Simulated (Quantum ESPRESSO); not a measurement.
Band energies of BaTe at -1.5 % isotropic strain

```
CELL_PARAMETERS angstrom
      0.00000     3.41740     3.41740
      3.41740     0.00000     3.41740
      3.41740     3.41740     0.00000
ATOMIC_POSITIONS crystal
  Te 0.50000 0.50000 0.50000
  Ba 0.00000 0.00000 0.00000
```

PBEsol (pw.x of Quantum ESPRESSO, ONCV potentials, without SOC); path ΓXWKΓLUWLK,UX; energies in eV from the valence-band maximum.

```csv
k (1/Å),point,band 9,band 10,band 11,band 12,band 13,band 14,band 15,band 16
0.00,Γ,-11.86,-9.69,0.00,0.00,0.00,2.91,2.91,2.91
0.34,,-11.89,-9.35,-1.36,-0.23,-0.23,2.25,3.68,3.88
0.69,,-11.96,-9.35,-1.43,-0.35,-0.35,1.51,4.44,4.64
0.92,X,-11.97,-9.46,-1.09,-0.35,-0.35,1.36,4.63,4.95
1.03,,-11.98,-9.42,-1.08,-0.53,-0.44,1.55,4.74,5.22
1.38,W,-12.06,-9.17,-1.37,-0.93,-0.93,3.48,3.48,5.06
1.70,K,-11.93,-9.18,-1.33,-1.04,-0.80,2.48,5.10,5.33
1.81,,-11.91,-9.05,-1.68,-0.98,-0.98,3.16,4.64,4.92
2.14,,-11.86,-9.02,-1.86,-1.07,-0.64,3.44,3.75,4.19
2.46,,-11.85,-9.50,-0.67,-0.36,-0.14,2.93,3.05,3.28
2.68,Γ,-11.86,-9.69,0.00,0.00,0.00,2.91,2.91,2.91
2.78,,-11.86,-9.65,-0.16,-0.07,-0.07,2.92,2.96,2.96
3.08,,-11.86,-9.17,-1.46,-0.73,-0.73,3.07,3.66,3.66
3.38,,-11.87,-8.75,-2.34,-1.19,-1.19,3.90,4.89,4.89
3.48,L,-11.87,-8.71,-2.41,-1.22,-1.22,4.11,4.96,5.10
3.70,,-11.88,-8.83,-2.16,-1.14,-1.13,3.75,4.54,5.02
4.04,U,-11.93,-9.18,-1.33,-1.04,-0.80,2.48,5.10,5.33
4.36,W,-12.06,-9.17,-1.37,-0.93,-0.93,3.48,3.48,5.06
4.64,,-11.92,-8.99,-1.82,-1.04,-1.03,3.62,3.84,5.54
4.92,,-11.87,-8.73,-2.36,-1.20,-1.20,4.04,4.83,5.11
5.01,L,-11.87,-8.71,-2.41,-1.22,-1.22,4.11,4.96,5.10
5.17,,-11.88,-8.78,-2.28,-1.17,-1.17,3.92,4.67,5.04
5.42,,-11.91,-9.03,-1.73,-1.04,-0.97,3.08,4.65,5.07
5.58,K,-11.93,-9.18,-1.33,-1.04,-0.80,2.48,5.10,5.33
5.58,U,-11.93,-9.18,-1.33,-1.04,-0.80,2.48,5.10,5.33
5.90,X,-11.97,-9.46,-1.09,-0.35,-0.35,1.36,4.63,4.95
```

The PBEsol gap is indirect, 1.36 eV, from Γ to X; the smallest direct gap is 1.71 eV.

Spin-orbit coupling is left out, which matters for elements this heavy: edges can move by tenths of an eV.

Geometry strained from the cell relaxed with PBEsol, atoms relaxed again.
